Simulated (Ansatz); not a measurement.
## From the elastic tensor of TiC to moduli and sound speeds

Level of theory: Ansatz, DFT PBE, scalar-relativistic, plane waves, PAW. Settings: 420 eV plane-wave cutoff, Γ-centred 12×12×12 mesh, Fermi-Dirac smearing of 0.15 eV. No spin polarisation.

The structure is cubic, space group Fm-3m (No. 225). Conventional cell: a = 4.332 Å, b = 4.332 Å, c = 4.332 Å, α = 90.00°, β = 90.00°, γ = 90.00°. Ti (site symmetry m-3m) has 6 C at 2.17 Å as nearest neighbours. Around C (site symmetry m-3m) lie 6 Ti at 2.17 Å.

The cell is the ideal cubic rocksalt prototype. In a metal, frequencies and elastic constants depend on the k mesh and the smearing, soft modes and shear constants most.

Relaxed-ion constants (GPa, on the Cartesian axes of the calculation):
C11 = 511.6, C12 = 120.9, C13 = 120.9, C22 = 511.6, C23 = 120.9, C33 = 511.6, C44 = 171.0, C55 = 171.0, C66 = 171.0 GPa; the others vanish.

Density 4.893 g/cm³; 2 atoms in 20.32 Å³.

The values that follow are for a polycrystal of randomly turned grains, by Hill's mean where one number stands.

With S = C⁻¹: B_V = (C11+C22+C33+2(C12+C13+C23))/9, G_V = (C11+C22+C33−C12−C13−C23+3(C44+C55+C66))/15, 1/B_R = S11+S22+S33+2(S12+S13+S23), 15/G_R = 4(S11+S22+S33−S12−S13−S23)+3(S44+S55+S66); Hill is their mean. Then v_l = √((B+4G/3)/ρ), v_t = √(G/ρ), v_m = [(2/v_t³+1/v_l³)/3]^(−1/3) and Θ = (ħ/k_B)·v_m·(6π²n/V)^(1/3) for n atoms in the volume V; E = 9BG/(3B+G), ν = (3B−2G)/(2(3B+G)) and A^U = 5G_V/G_R + B_V/B_R − 6.

```json
{
  "Bulk modulus, Voigt / Reuss / Hill": "251.1 / 251.1 / 251.1 GPa",
  "Shear modulus, Voigt / Reuss / Hill": "180.7 / 180.0 / 180.4 GPa",
  "Young's modulus": "437 GPa",
  "Poisson ratio": "0.210",
  "Pugh ratio B/G": "1.39 (under 1.75, the rule of thumb for brittle)",
  "Universal anisotropy index": "0.02",
  "Longitudinal and transverse sound speeds": "10023 and 6071 m/s",
  "Debye temperature from the mean sound speed": "922 K"
}
```

Cost: 1 run of about 0.32 core-minutes, on Oxide Virtual Turin-like Processor (Zen 5) (shared hosts).